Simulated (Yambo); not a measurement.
# Excitons in MoCl6

```xyz
7
Lattice="6.1735 0.0000 0.0000 -3.0867 5.3464 0.0000 0.0000 0.0000 5.6659" Properties=species:S:1:pos:R:3 pbc="T T T"
Cl     0.9372     1.6232     1.5088
Cl     2.1496     3.7232     4.1571
Cl     4.2991     0.0000     1.5088
Cl     1.8743     0.0000     4.1571
Cl    -2.1496     3.7232     1.5088
Cl    -0.9372     1.6232     4.1571
Mo     0.0000     0.0000     2.8330
```

The geometry is that of Materials Project entry mp-1221436, symmetrised and not relaxed again.

BSE in Yambo on norm-conserving LDA (Quantum ESPRESSO, 80 Ry, without SOC) bands: 3×3×4 mesh, 18 valence and 6 conduction bands, static screening with 96 bands and a 3 Ry block, scissor 1.57 eV, Tamm-Dancoff; field along x.

```json
[
 {"state": "1", "energy (eV)": "1.86", "states within 2 meV": "1", "relative strength": "< 0.01", "class": "dark", "main transitions": "several band pairs"},
 {"state": "2", "energy (eV)": "1.94", "states within 2 meV": "2", "relative strength": "< 0.01", "class": "dark", "main transitions": "several band pairs"},
 {"state": "3", "energy (eV)": "2.02", "states within 2 meV": "1", "relative strength": "< 0.01", "class": "dark", "main transitions": "several band pairs"},
 {"state": "4", "energy (eV)": "2.02", "states within 2 meV": "2", "relative strength": "< 0.01", "class": "dark", "main transitions": "several band pairs"},
 {"state": "5", "energy (eV)": "2.06", "states within 2 meV": "1", "relative strength": "< 0.01", "class": "dark", "main transitions": "several band pairs"},
 {"state": "6", "energy (eV)": "2.17", "states within 2 meV": "1", "relative strength": "< 0.01", "class": "dark", "main transitions": "several band pairs"},
 {"state": "7", "energy (eV)": "2.22", "states within 2 meV": "2", "relative strength": "0.79", "class": "strong", "main transitions": "several band pairs"},
 {"state": "8", "energy (eV)": "2.34", "states within 2 meV": "3", "relative strength": "0.01", "class": "weak", "main transitions": "several band pairs"}
]
```

These are vertical excitations (zero momentum); the indirect quasiparticle gap, about 2.54 eV, is smaller than the direct one (2.66 eV on the GW mesh). The direct quasiparticle gap on this mesh is 2.66 eV; counted from there, state 1 is bound by 0.80 eV. Convergence with the mesh was not shown.

Spin singlets only. Strengths are relative to the strongest of the lowest states of this run; strong means a line over 3 % of the spectrum's maximum, dark under 0.03 %. Absolute energies carry the error of the G0W0 scissor, whose convergence isn't established; the long-wavelength screening was taken along (1,1,1) although the crystal is anisotropic.

Spin-orbit splittings are left out.

The structure is a Materials Project entry; no match was found in the copy of COD used, and its stability was not checked.
